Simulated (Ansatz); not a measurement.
# Computed properties of BAs

BAs:
```
BAs
1.0
    3.19625     0.00000     0.00000
   -1.59813     2.76803     0.00000
    0.00000     0.00000     2.89733
B As
1 1
Direct
  0.00000   0.00000   0.00000
  0.66667   0.33333   0.50000
```

Space group P-6m2 (No. 187); conventional cell a = b = 3.196 Å, c = 2.897 Å, α = β = 90.00°, γ = 120.00°.

Method: DFT-PBE in the program Ansatz with PAW potentials. The cell and atoms are relaxed at this level. Other levels are named where they apply.

### Cell and energy

```
Item                                                         Result
-----------------------------------------------------  ------------
Volume per atom                                            12.82 Å³
Density                                                  5.55 g/cm³
Formation energy from the elements (no fitted shifts)  1.09 eV/atom
```

### Electronic structure

```
Quantity                                                                     Value
------------------------------------  --------------------------------------------
Electronic character                                             metallic (no gap)
Density of states at the Fermi level  0.36 states/eV per atom (mean over ±0.08 eV)
Gap with spin–orbit coupling                                       none (metallic)
```

### Mechanics

```
Property                             Result
----------------------------------  -------
Bulk modulus (Birch–Murnaghan fit)  114 GPa
Pressure derivative B′                  4.3
```

The cell is a constructed one: a structure type filled with these elements; neither database checked (COD, Materials Project) lists it. It is not the phase usual at ambient conditions (space group No. 216). The PBE relaxation kept the symmetry of its start; whether a distortion lowers the energy is not shown. The references are the lowest solids computed at this level, not always the standard phases. Spin–orbit coupling is left out wherever it is not named.

Potentials: the earlier of the program's two PAW sets.
